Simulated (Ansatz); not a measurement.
Cl (bcc (W type), Im-3m) at seven volumes, PBE+D3(BJ) in the plane-wave PAW code Ansatz, scaled uniformly. One row is withheld.

| V (Å³/atom) | P (GPa) |
|---|---|
| 18.480 | 4.53 |
| 19.089 | ? |
| 19.698 | 1.24 |
| 20.307 | 0.00 |
| 20.916 | -1.03 |
| 21.526 | -1.87 |
| 22.135 | -2.56 |

**Question.** Fit the shown pressures and predict the withheld one.

**Answer.** P = (3/2)B₀(x^(7/2) − x^(5/2))[1 + (3/4)(B′ − 4)(x − 1)] with x = (V₀/V)^(2/3). Least squares on the six rows gives V₀ = 20.306 Å³/atom, B₀ = 37.4 GPa, B′ = 5.32. At V = 19.089, x = 1.0421 and P = 2.72 GPa. The run itself gave 2.74 GPa.

A made-up cell: these elements were put on the sites of a structure type; neither database checked (COD, Materials Project) lists it. It is not the usual solid phase (space group No. 64). Symmetry was held in the PBE+D3(BJ) relaxation. At this level the phase is dynamically unstable (imaginary phonons). The substance is a gas or liquid at ambient conditions.

Potentials: the later of the program's two PAW sets.
